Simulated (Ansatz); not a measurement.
# GaPt$_{3}$: levels along high-symmetry lines

```
CELL_PARAMETERS angstrom
3.90988 0.00000 0.00000
0.00000 3.90988 0.00000
0.00000 0.00000 3.90988
ATOMIC_POSITIONS crystal
Ga 0.00000 0.00000 0.00000
Pt 0.00000 0.50000 0.50000
Pt 0.50000 0.50000 0.00000
Pt 0.50000 0.00000 0.50000
```

Atoms are numbered in the order listed.

Structure from Materials Project entry mp-11407 (possibly hypothetical), not relaxed further.

Spin polarisation is left out, and whether a magnetic state lies lower isn't shown here.

Spin–orbit coupling is left out, though it moves levels of the heavy atoms by tenths of an eV or more.

Computed with Ansatz 0.2.0, DFT, LDA, all-electron LAPW, scalar-relativistic.

Settings: a Γ-centred 9×9×9 k mesh, Fermi–Dirac smearing of 0.03 eV, basis error target 1 meV/atom, no spin polarisation.

Points in fractions of the reciprocal vectors of this cell: Γ (0, 0, 0), X (0, 0.5, 0), M (0.5, 0.5, 0), R (0.5, 0.5, 0.5). The path joins them by straight lines in the order Γ–X–M–Γ–R–X–R–M; legs that retrace an earlier one aren't tabulated. Energies are in eV from the Fermi level.

Q: Is there a gap?

A: none: with an odd electron count and no spin polarisation the bands can't all be full, a metal in this set-up (spin order or a larger cell could open a gap).

Q: List the levels between -20 and 10 eV at the symmetry points.

A: 
Γ: -14.79 (×2), -14.77 (×3), -10.98, -7.27, -5.67 (×3), -5.49 (×2), -2.17 (×3), -0.79 (×2), 0.09 (×3), 0.19, 0.66 (×3), 4.06, 7.55 (×2), 8.78 (×3)
X: -14.76 (×2), -14.74 (×2), -14.73, -8.50, -7.92, -5.78, -5.32, -4.88 (×2), -3.81, -3.46 (×2), -3.06, -2.79, -2.41, -2.08 (×2), -1.84, -0.66, 0.66, 2.91, 5.40 (×2), 6.42 (×2), 7.40, 8.72, 9.76
M: -14.78, -14.74 (×3), -14.70, -7.42, -6.31 (×2), -5.16, -4.60, -4.56, -4.40 (×2), -3.35 (×2), -2.45, -2.44 (×2), -2.02, -1.63, -1.46, -0.79, 1.68 (×2), 6.19, 8.14, 9.13 (×2), 9.66 (×2)
R: -14.79 (×3), -14.71 (×2), -8.47, -6.35 (×3), -3.78 (×3), -2.26 (×3), -2.16 (×3), -1.54 (×2), -0.34, 0.21 (×3), 2.03, 4.64 (×3)
